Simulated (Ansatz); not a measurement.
**Question.** SnO (zinc blende, F-43m) is relaxed with DFT-PBEsol in the program Ansatz with PAW potentials. What lattice parameters of the conventional cell result?

**Answer.** a = 5.377 Å.

**Question.** Is it a metal or does it have a gap at this level?

**Answer.** No gap at this level.

The start of the workflow was typed in or built on a structure type; neither database checked (COD, Materials Project) lists it. It is not the phase usual at ambient conditions (space group No. 129). The PBEsol relaxation kept the symmetry of its start. At this level the phase is mechanically unstable. The volume moved by 16 % from the start of the relaxation. Spin–orbit coupling is left out wherever it is not named.

Potentials: the later of the program's two PAW sets.
